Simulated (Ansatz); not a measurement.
A plane-wave DFT run in Ansatz 0.2.0 (scalar-relativistic PAW potentials unless the input names others): input and command.

```yaml
crystal:
  lattice:
    - [0.0, 1.791756112, 1.791756112]
    - [1.791756112, 0.0, 1.791756112]
    - [1.791756112, 1.791756112, 0.0]
  atoms:
    - { symbol: B, position: [0.0, 0.0, 0.0] }
    - { symbol: "N", position: [0.75, 0.75, 0.75] }
basis:
  ecutwfc: 420
kpoints:
  mp_grid: { grid: [12, 12, 12] }
hamiltonian:
  xc: rpbe
scf:
  occupations: { method: fixed }
  lower_state_search: light
output:
  forces: true
  eigenvalues: true
  stress: true
```

```bash
ansatz run input.yaml --threads 1 --pin off --max-ram 1228MiB --backend cpu --events-out ev --progress --plain --runs-dir out
```

Abridged log:
```
Pseudopotentials: kind: paw
Pseudopotential: B, paw, valence charge 3, recommended cutoff 420 eV (normal)
Pseudopotential: N, paw, valence charge 5, recommended cutoff 420 eV (normal)
Functional definition: RPBE
Crystal: 2 atoms, lattice volume = 11.504 Å³
Basis set: ecut = 420 eV, 229 PW (Γ), exchange–correlation on 36×36×36 points (8 copies of the dense FFT grid, shifted against one another)
Bands: 8, of which v1, the nominal top of the filled ones, is band 4 counted from 1 (3 counted from 0)
Symmetry: 24 space group operations
Space group: F-43m (ITA 216), of the structure as read, at distance tolerance 2.3e-5 Å
k-points: 72 of 1728 (time reversal used)
Initial density: superposition of atomic densities (neutral atoms: chi_scale 0, normalization atom), corrected by the library's trained network
Initial wavefunctions: pseudopotential atomic-orbital guess
Functional: x = rpbe, c = pbe(β = 0.06672455)
SCF iter   1: F=—  HF=-544.737057 eV  |F-HF|=—  |Δ(HF+E_count)|=         —  Δρ=4.25e-3  dr2=8.64e-4  ethr=1.77e-3  ⟨swp⟩=3.9  Hψ=3274  notcnv=0  defer=110
SCF iter   2: F=—  HF=-544.737301 eV  |F-HF|=—  |Δ(HF+E_count)|=   2.44e-4  Δρ=2.17e-3  dr2=1.64e-4  ethr=1.08e-5  ⟨swp⟩=2.3  Hψ=1354  notcnv=0  defer=135
SCF iter   3: F=—  HF=-544.737452 eV  |F-HF|=—  |Δ(HF+E_count)|=   1.51e-4  Δρ=6.34e-4  dr2=3.99e-5  ethr=2.05e-6  ⟨swp⟩=2.0  Hψ=973  notcnv=0  defer=135
SCF iter   4: F=—  HF=-544.737453 eV  |F-HF|=—  |Δ(HF+E_count)|=   4.52e-7  Δρ=8.56e-5  dr2=6.34e-7  ethr=4.99e-7  ⟨swp⟩=2.2  Hψ=866  notcnv=0  defer=3
SCF iter   5: F=-544.737454 eV  HF=-544.737453 eV  |F-HF|=3.45e-8  |Δ(HF+E_count)|=   8.56e-7  Δρ=1.50e-5  dr2=1.50e-8  ethr=7.93e-9  ⟨swp⟩=2.2  Hψ=831  notcnv=0  defer=8
SCF iter   6: F=-544.737454 eV  HF=-544.737454 eV  |F-HF|=2.26e-10  |Δ(HF+E_count)|=   4.10e-8  Δρ=1.53e-6  dr2=7.25e-11  ethr=1.88e-10  ⟨swp⟩=4.0  Hψ=3020  notcnv=0
SCF 1 converged in 6 iterations: F = -544.737454 eV  dr2 = 7.25e-11
SCF converged after 6 iterations
Free energy (F): -544.737454 eV
Harris-Foulkes:  -544.737454 eV  (|F-HF|=2.26e-10)
Internal energy: -544.737454 eV  (E = F + TS)
E sigma→0 (E₀):  -544.737454 eV
Fermi energy:    11.723890 eV
--- Forces (eV/Å), atoms counted from 1 ---
  atom   1  B      0.00000000     0.00000000     0.00000000
  atom   2  N      0.00000000     0.00000000     0.00000000
--- Stress (GPa, compression-positive) ---
       19.669507       0.000000       0.000000
        0.000000      19.669507       0.000000
        0.000000       0.000000      19.669507
  P = ⅓ Tr σ = 19.6695 GPa (196.695 kbar)
```

Apart from outputs, empty bands and the relaxation, which only the reference makes, the input differs from a reference run on usual settings in hamiltonian.xc: "lda" → "rpbe"; scf.lower_state_search: not typed → "light". The reference, at the same geometry, ended its own course with pressure -1.00 GPa, largest force 0.000 eV/Å, gap on the mesh 4.39 eV. This run converged in 6 SCF iterations with a total energy on another zero, pressure 19.67 GPa, largest force 0.000 eV/Å, gap on the mesh 4.53 eV.

It took 1.8 s on 1 thread of Arm Neoverse N1, on a shared host, peak memory 0.24 GiB.